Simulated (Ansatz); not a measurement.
Consider the following.

MgIn2O4:
```yaml
crystal:
  lattice:
    - [0.00000, 4.47542, 4.47542]
    - [4.47542, 0.00000, 4.47542]
    - [4.47542, 4.47542, 0.00000]
  atoms:
    - { symbol: In, position: [0.62500, 0.62500, 0.62500] }
    - { symbol: In, position: [0.12500, 0.62500, 0.62500] }
    - { symbol: In, position: [0.62500, 0.12500, 0.62500] }
    - { symbol: In, position: [0.62500, 0.62500, 0.12500] }
    - { symbol: Mg, position: [0.25000, 0.25000, 0.25000] }
    - { symbol: Mg, position: [0.00000, 0.00000, 0.00000] }
    - { symbol: O, position: [0.86892, 0.86892, 0.86892] }
    - { symbol: O, position: [0.39324, 0.86892, 0.86892] }
    - { symbol: O, position: [0.86892, 0.39324, 0.86892] }
    - { symbol: O, position: [0.86892, 0.86892, 0.39324] }
    - { symbol: O, position: [0.38108, 0.38108, 0.38108] }
    - { symbol: O, position: [0.85676, 0.38108, 0.38108] }
    - { symbol: O, position: [0.38108, 0.85676, 0.38108] }
    - { symbol: O, position: [0.38108, 0.38108, 0.85676] }
```

This is the PBEsol-relaxed structure.

### Question
All from DFT-PBEsol in the program Ansatz with PAW potentials, unless another level is named. Predict the Born charges (a third of the trace).

### Answer
In +2.97, Mg +2.21, O -2.04 e.

### Question
And the static dielectric constant ε0 (ions relaxed, cell fixed)?

### Answer
9.58.

### Question
And the electronic dielectric constant ε∞ (DFPT)?

### Answer
4.06.

Space group Fd-3m (spinel). A made-up cell: these elements were put on the sites of a structure type; the Crystallography Open Database copy checked does not list it. Whether it is the stable phase at ambient conditions was not checked. Symmetry was held in the PBEsol relaxation; its stability against distortions is not shown here. Scalar-relativistic: spin–orbit coupling is off unless named, which matters more the heavier the elements.

Potentials: the earlier of the program's two PAW sets. The files were generated under PBE; for other functionals the program regenerates the frozen cores, and for LDA and PBEsol the local potential too.
